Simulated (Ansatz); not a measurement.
An Ansatz (an electronic-structure program) run. Input:

Ansatz 0.2 input:
```yaml
crystal:
  lattice:
    - [4.6644381942, 1.7189945175, 0.0]
    - [-4.6644381942, 1.7189945175, 0.0]
    - [-2.4979419995, 0.0, 6.3084855111]
  atoms:
    - { symbol: Mg, position: [0.0, 0.0, 0.5] }
    - { symbol: V, position: [0.1951075909, 0.8048924091, 0.1595994088] }
    - { symbol: V, position: [0.8048924091, 0.1951075909, 0.8404005912] }
    - { symbol: O, position: [0.6913932545, 0.3086067455, 0.063510879] }
    - { symbol: O, position: [0.3086067455, 0.6913932545, 0.936489121] }
    - { symbol: O, position: [0.9583415067, 0.0416584933, 0.7732854341] }
    - { symbol: O, position: [0.0416584933, 0.9583415067, 0.2267145659] }
    - { symbol: O, position: [0.3488394302, 0.6511605698, 0.3853336483] }
    - { symbol: O, position: [0.6511605698, 0.3488394302, 0.6146663517] }
kpoints:
  mp_grid: { grid: [5, 5, 3] }
hamiltonian:
  xc: hse06
  pseudopotentials: { kind: paw }
scf:
  n_extra_bands: 9
  occupations: { method: fixed }
output:
  eigenvalues: true
  eigenstates:
    e_range: [-9.0, 12.5]
    kpoints:
      - [-0.057292, 0.411458, -0.338542]  # VBM
      - [-0.104167, -0.5, -0.421875]  # CBM
```

Output (shortened):

```
Pseudopotential: Mg, paw, valence charge 10
Pseudopotential: V, paw, valence charge 13
Pseudopotential: O, paw, valence charge 6
Functional definition: HSE06
davidson cushion auto → on  (no smearing: the cushion is to keep the highest requested band from converging to the state above it …
Crystal: 9 atoms, lattice volume = 101.165 Å³
Basis set: ecut = 420 eV, 1991 PW (Γ)
Bands: 45, of which v1, the nominal top of the filled ones, is band 36 counted from 1 (35 counted from 0)
Symmetry: 4 space group operations
Space group: C2/m (ITA 12), of the structure as read, at distance tolerance 4.7e-5 Å
k-points: 24 of 75
SCF iter   1: F=—  HF=-11160.410652 eV  |F-HF|=—  |Δ(HF+E_count)|=         —  Δρ=3.15e-3  dr2=3.52e-3  ethr=1.77e-3  ⟨swp⟩=5.0  Hψ=4702  notcnv=0
preconditioner: auto → none
SCF iter   2: F=—  HF=-11160.414487 eV  |F-HF|=—  |Δ(HF+E_count)|=   3.83e-3  Δρ=1.85e-3  dr2=2.10e-3  ethr=4.89e-6  ⟨swp⟩=4.2  Hψ=3952  notcnv=0
SCF iter   3: F=—  HF=-11160.415828 eV  |F-HF|=—  |Δ(HF+E_count)|=   1.34e-3  Δρ=2.39e-3  dr2=7.50e-3  ethr=2.92e-6  ⟨swp⟩=3.0  Hψ=3002  notcnv=0  recentre
SCF iter   4: F=—  HF=-11160.415116 eV  |F-HF|=—  |Δ(HF+E_count)|=   7.12e-4  Δρ=8.81e-4  dr2=8.93e-4  ethr=2.92e-6  ⟨swp⟩=3.0  Hψ=2717  notcnv=0
iter 5 solved again at ethr=7.81e-8 eV; its pass at ethr=1.24e-6 eV (dr2=5.62e-5 eV) is discarded
SCF iter   5: F=-11160.415072 eV  HF=-11160.415085 eV  |F-HF|=1.30e-5  |Δ(HF+E_count)|=   3.04e-5  Δρ=3.04e-4  dr2=5.93e-5  ethr=7.81e-8  ⟨swp⟩=3.0  Hψ=4932  notcnv=0
SCF 1 stopped early in 5 iterations: F = -11160.415072 eV  dr2 = 5.93e-5
Crystal: 9 atoms, lattice volume = 101.165 Å³
Exchange kernel: α = 0.2500, screened, ω = 0.2079 Å⁻¹, Wigner–Seitz truncation, v(0) = 1044.1324 eV·Å³, q-mesh 5×5×3, nearest image of the exchange supercell L …
Frozen-core exchange: fock
SCF iter   1: F=—  HF=-11156.952336 eV  |F-HF|=—  |Δ(HF+E_count)|=         —  Δρ=4.58e-2  dr2=3.00e0  ethr=8.23e-7  ⟨swp⟩=7.1  Hψ=5968  notcnv=0
preconditioner: auto → none
SCF iter   2: F=—  HF=-11158.372681 eV  |F-HF|=—  |Δ(HF+E_count)|=    1.42e0  Δρ=1.10e-1  dr2=1.62e1  ethr=8.23e-7  ⟨swp⟩=7.0  Hψ=6000  notcnv=0  recentre
SCF iter   3: F=—  HF=-11156.488312 eV  |F-HF|=—  |Δ(HF+E_count)|=    1.88e0  Δρ=1.34e-2  dr2=2.59e-1  ethr=8.23e-7  ⟨swp⟩=7.0  Hψ=5706  notcnv=0
SCF iter   4: F=—  HF=-11156.447307 eV  |F-HF|=—  |Δ(HF+E_count)|=   4.10e-2  Δρ=3.77e-3  dr2=1.55e-2  ethr=8.23e-7  ⟨swp⟩=5.0  Hψ=4581  notcnv=0
SCF iter   5: F=—  HF=-11156.491484 eV  |F-HF|=—  |Δ(HF+E_count)|=   4.42e-2  Δρ=2.52e-3  dr2=6.71e-3  ethr=8.23e-7  ⟨swp⟩=4.0  Hψ=4358  notcnv=0
SCF iter   6: F=—  HF=-11156.490333 eV  |F-HF|=—  |Δ(HF+E_count)|=   1.15e-3  Δρ=1.35e-3  dr2=2.01e-3  ethr=8.23e-7  ⟨swp⟩=4.0  Hψ=3577  notcnv=0
SCF iter   7: F=—  HF=-11156.490139 eV  |F-HF|=—  |Δ(HF+E_count)|=   1.94e-4  Δρ=6.33e-4  dr2=4.97e-4  ethr=8.23e-7  ⟨swp⟩=3.2  Hψ=2993  notcnv=0
SCF iter   8: F=—  HF=-11156.490860 eV  |F-HF|=—  |Δ(HF+E_count)|=   7.21e-4  Δρ=4.37e-4  dr2=1.59e-4  ethr=5.40e-7  ⟨swp⟩=3.0  Hψ=2715  notcnv=0
SCF iter  10: F=-11156.490822 eV  HF=-11156.490827 eV  |F-HF|=4.41e-6  |Δ(HF+E_count)|=   5.64e-6  Δρ=5.95e-5  dr2=1.67e-5  ethr=5.72e-8  ⟨swp⟩=3.0  Hψ=2590  notcnv=0
SCF 2 stopped early in 10 iterations: F = -11156.490822 eV  dr2 = 1.67e-5
hybrid outer 1: dexx = +5.107e-2 eV, tail = 2.58e-4 eV
Crystal: 9 atoms, lattice volume = 101.165 Å³
Exchange kernel: α = 0.2500, screened, ω = 0.2079 Å⁻¹, Wigner–Seitz truncation, v(0) = 1044.1324 eV·Å³, q-mesh 5×5×3, nearest image of the exchange supercell L …
Frozen-core exchange: fock
SCF iter   1: F=—  HF=-11156.489824 eV  |F-HF|=—  |Δ(HF+E_count)|=         —  Δρ=1.96e-4  dr2=4.05e-5  ethr=1.79e-6  ⟨swp⟩=3.0  Hψ=2521  notcnv=0
preconditioner: auto → none
iter 2 solved again at ethr=2.06e-9 eV; its pass at ethr=4.58e-8 eV (dr2=1.49e-6 eV) is discarded
SCF iter   2: F=—  HF=-11156.489819 eV  |F-HF|=—  |Δ(HF+E_count)|=   5.31e-6  Δρ=4.84e-5  dr2=2.51e-6  ethr=2.06e-9  ⟨swp⟩=2.5  Hψ=5437  notcnv=0
SCF iter   3: F=—  HF=-11156.489823 eV  |F-HF|=—  |Δ(HF+E_count)|=   4.81e-6  Δρ=2.78e-5  dr2=6.26e-7  ethr=2.06e-9  ⟨swp⟩=4.2  Hψ=3181  notcnv=0
SCF iter   4: F=-11156.489823 eV  HF=-11156.489823 eV  |F-HF|=9.03e-9  |Δ(HF+E_count)|=   8.42e-8  Δρ=6.03e-6  dr2=5.49e-8  ethr=6.46e-10  ⟨swp⟩=2.0  Hψ=2376  notcnv=0
SCF 3 converged in 4 iterations: F = -11156.489823 eV  dr2 = 5.49e-8
hybrid outer 2: dexx = +5.995e-6 eV, tail = 2.30e-7 eV, Δε = 4.15e-3 eV (about 1.49e-4 eV left of the loop's levels)
NSCF: frozen V_eff on 2 k-points
hybrid SCF converged: 2 outer / 14 inner (+5 warm-up), last move |dexx| = 6.00e-6 eV, tail = 2.30e-7 eV
Stability not checked (fock_operator)
Free energy (F): -11156.489824 eV
Frozen-core exchange: fock
Harris-Foulkes:  -11156.489824 eV  (|F-HF|=9.03e-9)
Internal energy: -11156.489824 eV  (E = F + TS)
E sigma→0 (E₀):  -11156.489824 eV
Fermi energy:    4.907519 eV
--- Per-component energies (eV) ---
  E_band       = -1127.629373
  E_kinetic    = 1807.033501
  E_local      = -6565.708856  (includes V_loc(G=0)·N_el)
  E_nonlocal   = 265.817478
  E_hartree    = 2545.703565
  E_xc         = -588.588924
  E_vxc        = -743.070761  (∫ρ·V_xc dr)
  E_exx        = -259.521113  (= α·E_x^exact, valence–valence)
  E_paw        = -3339.117752  (= ΣΔE_a)
  E_vpaw       = -464.084715  (= ΣTr[D̂ρ^β])
  E_aug_tail   = 0.014989  (compensation charges beyond the density's cutoff)
  E_ewald      = -5021.566528
  E_core_change = -0.556184  (= ΣΔE_core)
  E_smearing   =  0.000000  (= −TS)
  E_closure    = 0.000000  (closes the sum)
  Σ components = -11156.489824   (vs F -11156.489824, Δ=1.82e-12)
  [band-id]    e_kinetic+e_local+e_nonlocal+2·e_hartree+e_vxc+2·e_exx+e_vpaw+e_augmentation_tail = -1127.633461   (vs E_band -1127.629373, Δ=-4.09e-3)
--- Band table (eV; the first three rows and the last of 24) ---
  k-point 0: bands = ["-72.2349", "-63.7426", "-63.7334", "-37.1792", "-37.1277", "-37.1221", "-36.0681", "-36.0575", "-36.0100", "-35.9246", "-35.8715", "-35.8477", "-14.5557", "-13.3105", "-13.1632", "-12.8118", "-12.5797", "-12.4849", "0.0378", "0.0610", …
  k-point 1: bands = ["-72.2349", "-63.7426", "-63.7334", "-37.1792", "-37.1277", "-37.1221", "-36.0677", "-36.0579", "-36.0097", "-35.9250", "-35.8715", "-35.8477", "-14.5132", "-13.4314", "-13.1150", "-12.7941", "-12.5801", "-12.4813", "0.0338", "0.0682", …
  k-point 2: bands = ["-72.2348", "-63.7405", "-63.7330", "-37.1785", "-37.1315", "-37.1219", "-36.0678", "-36.0540", "-36.0059", "-35.9382", "-35.8956", "-35.8778", "-14.2478", "-13.2172", "-13.0420", "-12.8013", "-12.5669", "-12.5093", "-0.4344", "0.1893", …
  k-point 23: bands = ["-72.2349", "-63.7416", "-63.7344", "-37.1793", "-37.1277", "-37.1222", "-36.0764", "-36.0504", "-36.0121", "-35.9228", "-35.8725", "-35.8466", "-14.3480", "-13.2901", "-13.1980", "-12.8422", "-12.6670", "-12.5773", "-0.2373", "0.1067", …
```

Cost: about 5 core-minutes (a rough figure) on shared cores.

The points marked VBM and CBM come from a semilocal run.

The first step of the workflow began from a Materials Project structure, measured or hypothetical; the Crystallography Open Database files this formula in space group No. 12, but the cells were not matched. Its standing as an ambient phase is unchecked. Symmetry was held in the r²SCAN relaxation; whether a distortion lowers the energy is not shown. The run is not spin-polarised. No Hubbard U is applied.

Potentials: the later of the program's two PAW sets.

Ansatz is a plane-wave DFT program.
